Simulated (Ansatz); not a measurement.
A distorted cell of HgSe (zinc blende):

```
HgSe
1.0
    0.00000     3.15691     2.77808
    3.15691     0.00000     2.77808
    3.15691     3.15691     0.00000
Se Hg
1 1
Direct
  0.25000   0.25000   0.25000
  0.00000   0.00000   0.00000
```

The numbers are results of PBEsol (plane waves to 420 eV, PAW, scalar-relativistic; Ansatz, an electronic-structure program), not measurements. k mesh 9×9×9 (Γ-centred), Fermi-Dirac smearing 0.05 eV. E stands for the smeared free energy. Stress and pressure are positive under compression. With partly filled bands, the response to shear is sensitive to the k mesh, so small differences along c/a are uncertain. At this level the bands of HgSe touch or barely overlap. HgSe was relaxed with its symmetry unable to fall. Spin-orbit coupling is left out, though Hg is heavy.

Problem. What is the stress tensor (GPa)?

Solution. 
```
    1.5      0.0      0.0
    0.0      1.5      0.0
    0.0      0.0      2.7
```
The pressure, a third of the trace, is 1.9 GPa.

Problem. It is the relaxed cell deformed to V/V₀ = 0.960, (c/a)/(c/a)₀ = 0.880, c along z, fractional positions held. What is its energy relative to the relaxed cell?

Solution. 18 meV/atom.

(A scan under strain: stresses follow from slopes of the energy per volume, elastic moduli from its curvatures.)
